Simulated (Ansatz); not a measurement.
Geometry optimisation in Ansatz: input, command and trajectory.

```yaml
crystal:
  lattice:
    - [3.5316755955, 0.0, 0.0]
    - [-1.7658377977, 3.0585207836, 0.0]
    - [0.0, 0.0, 15.8061005672]
  atoms:
    - { symbol: Ga, position: [0.3333333333, 0.6666666667, 0.75] }
    - { symbol: Ga, position: [0.6666666667, 0.3333333333, 0.25] }
    - { symbol: Ge, position: [0.0, 0.0, 0.5] }
    - { symbol: Ge, position: [0.0, 0.0, 0.0] }
    - { symbol: Sb, position: [0.3333333333, 0.6666666667, 0.414] }
    - { symbol: Sb, position: [0.6666666667, 0.3333333333, 0.914] }
    - { symbol: Sb, position: [0.6666666667, 0.3333333333, 0.586] }
    - { symbol: Sb, position: [0.3333333333, 0.6666666667, 0.086] }
basis:
  ecutwfc: 420
kpoints:
  mp_grid: { grid: [6, 6, 1] }
hamiltonian:
  xc: pbe
scf:
  occupations: { method: gaussian, width: 0.1 }
  lower_state_search: "off"
output:
  forces: true
  stress: true
  eigenvalues: true
relax:
  adjacent_minimum: "off"
  f_tol: 0.04
  max_steps: 70
  cell: { stress_tol: 0.4 }
```

```bash
ansatz run input.yaml --threads 1 --pin off --max-ram 2560MiB --backend cpu --events-out ev --progress --plain --runs-dir out
```

Method: Ansatz 0.2.0, DFT PBE, scalar-relativistic, plane waves, PAW.

Of 14 frames 10 are shown, positions in Å and forces in eV/Å; the SCF threshold varies from step to step. Steps run on the plane waves of an earlier cell, with a Pulay correction in the pressure. The basis is chosen afresh for the last frame, the zero of the energies, and at times for earlier ones too; energy and pressure can step there, also at an unchanged geometry. Here that happened at step 11 (-13 meV/atom, 1.0 GPa); frames between the last choice of the basis and such a step carry an error that grows, as the cell changes, to that size. The mark taken_back stands on steps that the optimiser undid.

```xyz
8
Lattice="3.5317 0.0000 0.0000 -1.7658 3.0585 0.0000 0.0000 0.0000 15.8061" Properties=species:S:1:pos:R:3:forces:R:3 pbc="T T T" step=1 free_energy_over_end_meV_per_atom=919.99 pressure_GPa=31.36
Ga    0.0000    2.0390   11.8546    0.0000    0.0000    0.0000
Ga    1.7658    1.0195    3.9515    0.0000    0.0000    0.0000
Ge    0.0000    0.0000    7.9031    0.0000    0.0000    0.0000
Ge    0.0000    0.0000    0.0000    0.0000    0.0000    0.0000
Sb    0.0000    2.0390    6.5437    0.0000    0.0000   -6.1590
Sb    1.7658    1.0195   14.4468    0.0000    0.0000   -6.1590
Sb    1.7658    1.0195    9.2624    0.0000    0.0000    6.1590
Sb    0.0000    2.0390    1.3593    0.0000    0.0000    6.1590
8
Lattice="3.6553 0.0000 0.0000 -1.8276 3.1655 0.0000 0.0000 0.0000 16.3292" Properties=species:S:1:pos:R:3:forces:R:3 pbc="T T T" step=2 free_energy_over_end_meV_per_atom=267.91 pressure_GPa=9.66
Ga    0.0000    2.1104   12.2469    0.0000    0.0000    0.0000
Ga    1.8276    1.0552    4.0823    0.0000    0.0000    0.0000
Ge    0.0000    0.0000    8.1646    0.0000    0.0000    0.0000
Ge    0.0000    0.0000    0.0000    0.0000    0.0000    0.0000
Sb    0.0000    2.1104    6.5581    0.0000    0.0000   -1.9412
Sb    1.8276    1.0552   14.7226    0.0000    0.0000   -1.9412
Sb    1.8276    1.0552    9.7711    0.0000    0.0000    1.9412
Sb    0.0000    2.1104    1.6065    0.0000    0.0000    1.9412
8
Lattice="3.9169 0.0000 0.0000 -1.9585 3.3921 0.0000 0.0000 0.0000 15.6457" Properties=species:S:1:pos:R:3:forces:R:3 pbc="T T T" step=4 free_energy_over_end_meV_per_atom=111.07 pressure_GPa=-0.17
Ga    0.0000    2.2614   11.7343    0.0000    0.0000    0.0000
Ga    1.9585    1.1307    3.9114    0.0000    0.0000    0.0000
Ge    0.0000    0.0000    7.8229    0.0000    0.0000    0.0000
Ge    0.0000    0.0000    0.0000    0.0000    0.0000    0.0000
Sb    0.0000    2.2614    6.1443    0.0000    0.0000   -0.7413
Sb    1.9585    1.1307   13.9671    0.0000    0.0000   -0.7413
Sb    1.9585    1.1307    9.5015    0.0000    0.0000    0.7413
Sb    0.0000    2.2614    1.6786    0.0000    0.0000    0.7413
8
Lattice="3.9357 0.0000 0.0000 -1.9679 3.4085 0.0000 0.0000 0.0000 14.8583" Properties=species:S:1:pos:R:3:forces:R:3 pbc="T T T" step=5 free_energy_over_end_meV_per_atom=56.64 pressure_GPa=-0.03
Ga    0.0000    2.2723   11.1437    0.0000    0.0000    0.0000
Ga    1.9679    1.1361    3.7146    0.0000    0.0000    0.0000
Ge    0.0000    0.0000    7.4291    0.0000    0.0000    0.0000
Ge    0.0000    0.0000    0.0000    0.0000    0.0000    0.0000
Sb    0.0000    2.2723    5.6877    0.0000    0.0000   -0.4048
Sb    1.9679    1.1361   13.1169    0.0000    0.0000   -0.4048
Sb    1.9679    1.1361    9.1706    0.0000    0.0000    0.4048
Sb    0.0000    2.2723    1.7414    0.0000    0.0000    0.4048
8
Lattice="4.0934 0.0000 0.0000 -2.0467 3.5449 0.0000 0.0000 0.0000 13.3040" Properties=species:S:1:pos:R:3:forces:R:3 pbc="T T T" step=7 free_energy_over_end_meV_per_atom=33.85 pressure_GPa=1.47 taken_back
Ga    0.0000    2.3633    9.9780    0.0000    0.0000    0.0000
Ga    2.0467    1.1816    3.3260    0.0000    0.0000    0.0000
Ge    0.0000    0.0000    6.6520    0.0000    0.0000    0.0000
Ge    0.0000    0.0000    0.0000    0.0000    0.0000    0.0000
Sb    0.0000    2.3633    4.9339    0.0000    0.0000    0.7103
Sb    2.0467    1.1816   11.5859    0.0000    0.0000    0.7103
Sb    2.0467    1.1816    8.3701    0.0000    0.0000   -0.7103
Sb    0.0000    2.3633    1.7181    0.0000    0.0000   -0.7103
8
Lattice="4.0670 0.0000 0.0000 -2.0335 3.5221 0.0000 0.0000 0.0000 13.7984" Properties=species:S:1:pos:R:3:forces:R:3 pbc="T T T" step=8 free_energy_over_end_meV_per_atom=16.87 pressure_GPa=-0.43
Ga    0.0000    2.3481   10.3488    0.0000    0.0000    0.0000
Ga    2.0335    1.1740    3.4496    0.0000    0.0000    0.0000
Ge    0.0000    0.0000    6.8992    0.0000    0.0000    0.0000
Ge    0.0000    0.0000    0.0000    0.0000    0.0000    0.0000
Sb    0.0000    2.3481    5.1765    0.0000    0.0000    0.0556
Sb    2.0335    1.1740   12.0757    0.0000    0.0000    0.0556
Sb    2.0335    1.1740    8.6220    0.0000    0.0000   -0.0556
Sb    0.0000    2.3481    1.7227    0.0000    0.0000   -0.0556
8
Lattice="4.0762 0.0000 0.0000 -2.0381 3.5301 0.0000 0.0000 0.0000 13.6438" Properties=species:S:1:pos:R:3:forces:R:3 pbc="T T T" step=10 free_energy_over_end_meV_per_atom=15.44 pressure_GPa=-0.03
Ga    0.0000    2.3534   10.2328    0.0000    0.0000    0.0000
Ga    2.0381    1.1767    3.4109    0.0000    0.0000    0.0000
Ge    0.0000    0.0000    6.8219    0.0000    0.0000    0.0000
Ge    0.0000    0.0000    0.0000    0.0000    0.0000    0.0000
Sb    0.0000    2.3534    5.1301    0.0000    0.0000    0.0044
Sb    2.0381    1.1767   11.9520    0.0000    0.0000    0.0044
Sb    2.0381    1.1767    8.5136    0.0000    0.0000   -0.0044
Sb    0.0000    2.3534    1.6918    0.0000    0.0000   -0.0044
8
Lattice="4.0762 0.0000 0.0000 -2.0381 3.5301 0.0000 0.0000 0.0000 13.6438" Properties=species:S:1:pos:R:3:forces:R:3 pbc="T T T" step=11 free_energy_over_end_meV_per_atom=2.73 pressure_GPa=0.94
Ga    0.0000    2.3534   10.2328    0.0000    0.0000    0.0000
Ga    2.0381    1.1767    3.4109    0.0000    0.0000    0.0000
Ge    0.0000    0.0000    6.8219    0.0000    0.0000    0.0000
Ge    0.0000    0.0000    0.0000    0.0000    0.0000    0.0000
Sb    0.0000    2.3534    5.1301    0.0000    0.0000    0.0029
Sb    2.0381    1.1767   11.9520    0.0000    0.0000    0.0029
Sb    2.0381    1.1767    8.5136    0.0000    0.0000   -0.0029
Sb    0.0000    2.3534    1.6918    0.0000    0.0000   -0.0029
8
Lattice="4.1283 0.0000 0.0000 -2.0642 3.5752 0.0000 0.0000 0.0000 13.5538" Properties=species:S:1:pos:R:3:forces:R:3 pbc="T T T" step=13 free_energy_over_end_meV_per_atom=0.10 pressure_GPa=0.02
Ga    0.0000    2.3835   10.1654    0.0000    0.0000    0.0000
Ga    2.0642    1.1917    3.3885    0.0000    0.0000    0.0000
Ge    0.0000    0.0000    6.7769    0.0000    0.0000    0.0000
Ge    0.0000    0.0000    0.0000    0.0000    0.0000    0.0000
Sb    0.0000    2.3835    5.1012    0.0000    0.0000   -0.0020
Sb    2.0642    1.1917   11.8781    0.0000    0.0000   -0.0020
Sb    2.0642    1.1917    8.4526    0.0000    0.0000    0.0020
Sb    0.0000    2.3835    1.6757    0.0000    0.0000    0.0020
8
Lattice="4.1283 0.0000 0.0000 -2.0642 3.5752 0.0000 0.0000 0.0000 13.5538" Properties=species:S:1:pos:R:3:forces:R:3 pbc="T T T" step=14 free_energy_over_end_meV_per_atom=0.00 pressure_GPa=0.02
Ga    0.0000    2.3835   10.1654    0.0000    0.0000    0.0000
Ga    2.0642    1.1917    3.3885    0.0000    0.0000    0.0000
Ge    0.0000    0.0000    6.7769    0.0000    0.0000    0.0000
Ge    0.0000    0.0000    0.0000    0.0000    0.0000    0.0000
Sb    0.0000    2.3835    5.1012    0.0000    0.0000   -0.0020
Sb    2.0642    1.1917   11.8781    0.0000    0.0000   -0.0020
Sb    2.0642    1.1917    8.4526    0.0000    0.0000    0.0020
Sb    0.0000    2.3835    1.6757    0.0000    0.0000    0.0020
```

The start puts this composition into another compound's structure type, which needn't suit it. At the end the space group is P6_3/mmc (tolerance 0.05 Å).

Time: 110 s on 1 thread of Arm Neoverse V1, on a shared host, peak memory 0.5 GiB.

The k mesh is coarse.